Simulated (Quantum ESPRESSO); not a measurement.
NbAl3CuRu3 (simulated cell) (calculated)

Calculation on a made-up metal alloy cell, not a measurement: no spin or spin-orbit, unrelaxed, 2900 K smearing, stress positive in tension, cell energy less fitted offsets; periodic Kohn-Sham density functional theory in plane waves with PseudoDojo standard norm-conserving scalar-relativistic pseudopotentials, each functional with its own files (v0.5 for PBE, v0.4.1 for LDA and PBEsol), eight atoms on drawn sites of a strained close-packed or body-centred lattice, each displaced and held fixed; the energy is the cell's free energy, ions and the entropy term -TS included, at the stated Fermi-Dirac width, less a fixed offset for each atom's element (shifted free energy); compositions with an open d shell lost a parallel starting moment in a cheaper test run, and other magnetic orders were not tried; an error bar is the largest change of its kind in a tighter rerun, never given below 0.002 eV, 0.02 GPa or 0.003 eV/angstrom, and covers cutoff and k-mesh only, not smearing or the files. Program: Quantum ESPRESSO 7.5.

Settings shared by all entries: lattice type face-centred cubic; functional pbe; cutoff 1252 eV; fermi dirac smearing 0.25 eV; electrons removed 0; run command mpirun -np 4 pw.x -nk 4 -in in; run processor Intel Xeon, 2023 or later, virtual cores; k mesh 6 x 6 x 4 shifted half a step off Gamma on each axis.

Notes on all entries: the copper pseudopotential is less sure than most, with forces differing by about three percent and pressure by about two GPa from a second method on plain copper; a spin test at this wide smearing found no moment, but such smearing suppresses magnetism that the real alloy may have; lattice, volume and sites are drawn at random and may be unstable or far from any real phase; energies are for the whole cell, less offsets fitted to these runs, so they are not formation energies; error bars: energy 0.0026 eV, stress 0.02 GPa, force 0.003 eV/Å, from a tighter rerun of a related cell, whose elements or sites may differ.

(1) 
```cif
# cell vector a (Å): 2.0249 3.9816 2.0230
# cell vector b (Å): 2.0307 -3.9713 1.9967
# cell vector c (Å): 1.9360 -0.0212 -5.9378
data_NbAl3CuRu3
_symmetry_space_group_name_H-M 'P 1'
_symmetry_Int_Tables_number 1
_cell_length_a 4.9037
_cell_length_b 4.8869
_cell_length_c 6.2455
_cell_angle_alpha 104.885
_cell_angle_beta 105.484
_cell_angle_gamma 108.644
_cell_volume 126.70
loop_
_atom_site_label
_atom_site_type_symbol
_atom_site_fract_x
_atom_site_fract_y
_atom_site_fract_z
_atom_site_occupancy
Al1 Al 0.00442 0.00998 0.00774 1
Ru1 Ru 0.12934 0.62573 0.25089 1
Ru2 Ru 0.25384 0.25394 0.50141 1
Cu1 Cu 0.37522 0.88398 0.74181 1
Nb1 Nb 0.50674 0.50269 0.00469 1
Ru3 Ru 0.63038 0.12937 0.25322 1
Al2 Al 0.74991 0.75124 0.50153 1
Al3 Al 0.88164 0.37346 0.75015 1
_calc_entropy_term_negative_ts -1.29  # eV
_calc_pressure -12.38  # GPa
_calc_stress_xx 12.46  # GPa
_calc_stress_yy 12.6  # GPa
_calc_stress_zz 12.09  # GPa
_calc_stress_yz 1.67  # GPa
_calc_stress_xz 0.28  # GPa
_calc_stress_xy 0.99  # GPa
_calc_shifted_free_energy -2.152  # eV
```

Atoms:
```csv
atoms element,atom site,atom energy offset (eV)
Al,1,-63.26
Ru,2,-2750.51
Ru,3,-2750.51
Cu,4,-5159.25
Nb,5,-1694.67
Ru,6,-2750.51
Al,7,-63.26
Al,8,-63.26
```

Forces:
```csv
site,x (eV/Å),y (eV/Å),z (eV/Å)
1,0.685,0.165,-0.85
2,-0.463,-0.109,0.592
3,0.676,-0.028,-0.612
4,-0.129,0.197,-0.106
5,-0.218,-0.063,0.368
6,0.009,-0.01,-0.064
7,-0.225,0.039,0.224
8,-0.335,-0.19,0.446
```

Notes: 17 SCF iterations, 227 s of wall time on a shared machine.

(2) 
```cif
# cell vector a (Å): 2.0249 3.9816 2.0230
# cell vector b (Å): 2.0307 -3.9713 1.9967
# cell vector c (Å): 1.9360 -0.0212 -5.9378
data_NbAl3CuRu3
_symmetry_space_group_name_H-M 'P 1'
_symmetry_Int_Tables_number 1
_cell_length_a 4.9037
_cell_length_b 4.8869
_cell_length_c 6.2455
_cell_angle_alpha 104.885
_cell_angle_beta 105.484
_cell_angle_gamma 108.644
_cell_volume 126.70
loop_
_atom_site_label
_atom_site_type_symbol
_atom_site_fract_x
_atom_site_fract_y
_atom_site_fract_z
_atom_site_occupancy
Ru1 Ru 0.00442 0.00998 0.00774 1
Cu1 Cu 0.12934 0.62573 0.25089 1
Ru2 Ru 0.25384 0.25394 0.50141 1
Al1 Al 0.37522 0.88398 0.74181 1
Al2 Al 0.50674 0.50269 0.00469 1
Al3 Al 0.63038 0.12937 0.25322 1
Ru3 Ru 0.74991 0.75124 0.50153 1
Nb1 Nb 0.88164 0.37346 0.75015 1
_calc_stress_xy ?
_calc_entropy_term_negative_ts ?
```

Atoms:
```csv
atoms element,atom site,atom energy offset (eV)
Ru,1,-2750.51
Cu,2,-5159.25
Ru,3,-2750.51
Al,4,-63.26
Al,5,-63.26
Al,6,-63.26
Ru,7,-2750.51
Nb,8,-1694.67
```

Notes: 19 SCF iterations, 248 s of wall time on a shared machine.

## Withheld values
1. What stress xy does the calculation give for NbAl3CuRu3 (simulated cell) (entry 2)?
2. Give the missing entropy term negative ts for NbAl3CuRu3 (simulated cell) (entry 2).
3. Give the table of forces values for NbAl3CuRu3 (simulated cell) (entry 2).

## Answers
1. 0.9 GPa
2. -1.382 eV
3. 
Forces:
```csv
site,x (eV/Å),y (eV/Å),z (eV/Å)
1,0.287,0.047,-0.339
2,0.111,-0.1,-0.079
3,0.37,-0.045,-0.263
4,-0.756,0.126,0.294
5,0.437,-0.103,-0.203
6,-0.068,0.053,-0.027
7,-0.298,0.051,0.292
8,-0.084,-0.029,0.325
```

Further results for NbAl3CuRu3 (simulated cell) (entry 2):

```
pressure            : -12.28 GPa
stress xx           : 10.4 GPa
stress yy           : 16 GPa
stress zz           : 10.44 GPa
stress yz           : 1.35 GPa
stress xz           : 1.79 GPa
shifted free energy : -2.104 eV
```
